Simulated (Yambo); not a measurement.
BP (zinc blende, space group F-43m, No. 216), G0W0@LDA in Yambo (6×6×6 mesh, plasmon pole; 14 Ry block, no terminator). The number N of bands in W and G is varied.

| N | x = 1/N | gap Γ → X (eV) | shift of the valence edge (eV) |
|---|---|---|---|
| 26 | 0.03846 | 2.021 | -0.175 |
| 44 | 0.02273 | 2.059 | -0.442 |
| 64 | 0.01562 | 2.089 | -0.577 |
| 84 | 0.01190 | ? | ? |

Problem. Basis-set arguments suggest E = E∞ + A x. Fix A and E∞ from the two rows above the withheld one, predict the row at 84 bands, and test the form.

Solution. Gap: A = (2.089 − (2.059))/(0.01562 − 0.02273) = -4.22, E∞ = 2.155 eV, so 2.105 eV is predicted; the run gave 2.107 eV (miss 2 meV). The first two rows have slope -2.42, so the form doesn't hold yet over the whole range. Shift: A = (-0.577 − (-0.442))/(0.01562 − 0.02273) = 19.0, E∞ = -0.874 eV, so -0.648 eV is predicted; the run gave -0.648 eV (miss 0 meV). The first two rows have slope 17.0, within 15 % of that. The other settings are held fixed.

Geometry relaxed with LDA; primitive cell a = b = c = 3.1728 Å, α = β = γ = 60.00°.

A shift is the quasiparticle energy of the state minus its LDA energy.
